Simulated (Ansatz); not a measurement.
## Al: two-dimensional strain map

These are results of DFT PBEsol, scalar-relativistic, plane waves, PAW in Ansatz 0.2.0, not measurements. Cutoff 420 eV, Γ-centred 20×20×20 k-points, Gaussian smearing of 0.15 eV. No spin polarisation. Energies are free energies at this smearing, counted from the undisturbed cell; pressure is positive in compression.

Zero of the scan (as given, not relaxed at this level; it stands at -1.9 GPa):

```
Al
1.0
     0.00000    2.02398    2.02398
     2.02398    0.00000    2.02398
     2.02398    2.02398    0.00000
Al
1
Direct
  0.00000 0.00000 0.00000
```

The cell is strained by p along both x and y and by q along z, fractional coordinates fixed. Points are written (p, q).

Energy above the undisturbed cell in meV/atom (a dash: not computed):

| p \ q | -0.030 | -0.015 | 0.000 | 0.015 | 0.030 |
| --- | --- | --- | --- | --- | --- |
| -0.030 | 16.7 | 9.0 | 4.5 | ? | 4.4 |
| -0.015 | 3.1 | -0.8 | -2.2 | -0.9 | 3.0 |
| 0.000 | -1.6 | -2.0 | 0.0 | ? | 10.3 |
| 0.015 | 1.9 | ? | 9.2 | 16.2 | 24.7 |
| 0.030 | 13.0 | 17.4 | 24.7 | ? | 45.4 |

Question: Fill in the withheld energies.

Answer: (-0.030, 0.015): 3.1; (0.000, 0.015): 3.9; (0.015, -0.015): 4.1; (0.030, 0.015): 34.3.